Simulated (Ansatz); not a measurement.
Computed properties of LaScAs₂ (ordering on rocksalt)

All numbers come from the PAW code Ansatz. (Calculated; non-magnetic; the phase may be known or hypothetical.)

Structure: LaScAs₂, ordered on the rocksalt lattice (R-3m) with 4 atoms a cell, at its r2SCAN minimum. The symmetry is R-3m (No. 166, trigonal); a = 4.143 Å, c = 20.138 Å in the conventional setting, 24.95 Å³ an atom. Sc has 6 As at 2.82 Å; La has 6 As at 3.04 Å; As has 3 Sc at 2.82 Å and 3 La at 3.04 Å.

```cif
data_structure
_symmetry_space_group_name_H-M 'R-3m:H'
_symmetry_Int_Tables_number 166
_cell_length_a 4.1434
_cell_length_b 4.1434
_cell_length_c 20.1377
_cell_angle_alpha 90.000
_cell_angle_beta 90.000
_cell_angle_gamma 120.000
_cell_volume 299.40
loop_
_atom_site_label
_atom_site_type_symbol
_atom_site_symmetry_multiplicity
_atom_site_Wyckoff_symbol
_atom_site_fract_x
_atom_site_fract_y
_atom_site_fract_z
_atom_site_occupancy
Sc1 Sc 3 a 0.00000 0.00000 0.00000 1
La1 La 3 b 0.33333 0.66667 0.16667 1
As1 As 6 c 0.00000 0.00000 0.25955 1
```

Relaxed lattice by functional, symmetry kept:
```
functional  k mesh  a (Å)   c (Å)  volume (Å³/atom)
       PBE   6×6×6  4.145  20.119             24.95
    r2SCAN   6×6×6  4.143  20.138             24.95
```

Band edges at fixed r2SCAN geometry:
```
  level  k mesh             gap (eV)  kind  edges  least direct gap (eV)       rough cost
    PBE   8×8×8  none (overlap 0.75)     –      –                      –  16 core-seconds
PBE+SOC   8×8×8  none (overlap 0.81)     –      –                      –   2 core-minutes
 r2SCAN   8×8×8  none (overlap 0.52)     –      –                      –  40 core-seconds
```
All runs use a smearing of 0.02 eV.
Wave cutoffs: 420 eV, 500 eV (r2SCAN).
Costs come from shared machines and give only the order; PBE's includes the band path. The runs had 2 threads of Arm Neoverse V2, on a shared host.

With r2SCAN the bands overlap by 0.52 eV (counted from 1, band 26 peaks at Γ and band 27 bottoms out at F): no gap. PBE+SOC gives no gap: the lowest nominally empty band dips 0.81 eV below the top of the last filled one (its bottom at F, the top at Γ), so the cell is a metal or semimetal at this level.

No level opens a gap, but no hybrid is among them, and semilocal functionals can close a real gap.

Only the levels marked +SOC include spin-orbit coupling.
